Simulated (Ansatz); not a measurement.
Here is an unrelaxed guess for MgSn2N2.

```
CELL_PARAMETERS angstrom
-2.53074 2.53074 3.92809
2.53074 -2.53074 3.92809
2.53074 2.53074 -3.92809
ATOMIC_POSITIONS crystal
Mg 0.00000 0.00000 0.00000
Sn 0.50000 0.00000 0.50000
Sn 0.00000 0.50000 0.50000
N 0.75000 0.25000 0.50000
N 0.25000 0.75000 0.50000
```

Computed with DFT PBE, scalar-relativistic, plane waves, PAW (Ansatz). Cutoff 420 eV; k points 6×6×6 on the computed 5-atom cell (Γ-centred); Gaussian smearing, width 0.10 eV; no spin polarisation.

Formation energies are uncorrected and refer to the elements' standard structures at the same level (N₂ as a molecule). The references include grey tin.

Q: Estimate its pressure, forces and energy as it stands.

A: The pressure is 16.8 GPa (the mean over three directions, positive in compression), the largest force is 0.00 eV/Å (symmetry fixes the atoms), and the energy is +1.46 eV/atom against the elements. The shortest distance is 1.96 Å.

Q: How much does it gain on relaxing, and where does it end?

A: Relaxing gains about 0.32 eV/atom (the start's value is from the coarse mesh, so the gain is rough) in 12 ionic steps and ends at +1.15 eV/atom on the finer mesh. The symmetry stays I4/mmm (No. 139). The volume per atom grows by 40.5 %, from 20.1 to 28.3 Å³. The shortest distance goes from 1.96 Å (Sn–N) to 2.02 Å (Sn–N). The ratio c/a of the conventional cell changes by a factor of 0.88. Conventional cell: a = 5.912 Å, c = 8.090 Å. Mg is surrounded by 4 Sn at 2.96 Å and 8 N at 3.58 Å; Sn is surrounded by 2 N at 2.02 Å and 2 Mg at 2.96 Å; around N lie 2 Sn at 2.02 Å and 4 Mg at 3.58 Å.

The last run used a 10×10×10 mesh for its 5-atom cell and Gaussian smearing of 0.10 eV. The relaxation can't lower the symmetry of the start. A structure relaxed within its symmetry needn't be a true minimum. Another cell of MgSn2N2 relaxed alike, in P-4m2 (a Materials Project cell), lies 1.16 eV/atom lower, so this cell isn't the stable form at this level.
